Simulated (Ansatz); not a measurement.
# Stiffness of Ir from strained cells

```yaml
crystal:
  lattice:
    - [0.00000, 1.91970, 1.91970]
    - [1.91970, 0.00000, 1.91970]
    - [1.91970, 1.91970, 0.00000]
  atoms:
    - { symbol: Ir, position: [0.00000, 0.00000, 0.00000] }
```

Conventional cell: a = 3.839 Å, b = 3.839 Å, c = 3.839 Å, α = 90.00°, β = 90.00°, γ = 90.00°. Ir (atom 1) is surrounded by 12 Ir at 2.71 Å.

The cell comes from COD entry 9008470, which wasn't checked; take it as a given geometry.

Spin–orbit coupling is left out, though it moves levels of the heavy atoms by tenths of an eV or more.

Method: Ansatz 0.2.0, DFT, PBEsol, all-electron LAPW, scalar-relativistic.

Sampling and basis: a Γ-centred 15×15×15 k mesh, Fermi–Dirac smearing of 0.05 eV, basis error target 0.5 meV/atom, no spin polarisation.

The unstrained cell is at -2.83 GPa. Large strains and very small stresses are left out. Each strain is applied once, with fractional coordinates held (clamped ions), and σ below is the change of stress, positive in tension. One finite strain gives stress–strain coefficients at this pressure with an error of the order of the strain times third-order constants, a few per cent for each per cent of strain. In a metal the k mesh adds noise of tens of per cent to soft shears.

Problem. With equal xy, yz and zx engineering shear strains of -1 %, the run gives σxy = -2.74 GPa and γxy = 2εxy = -0.0100. Which stiffness follows?

Solution. C44 (clamped ions) = σxy/γxy = 274 GPa.

Problem. Estimate the stiffness probed by this change, and the stress that it gives: equal xy, yz and zx engineering shear strains of +1 %.

Solution. σxy = 2.79 GPa and γxy = 2εxy = 0.0100, so C44 (clamped ions) = σxy/γxy = 279 GPa.
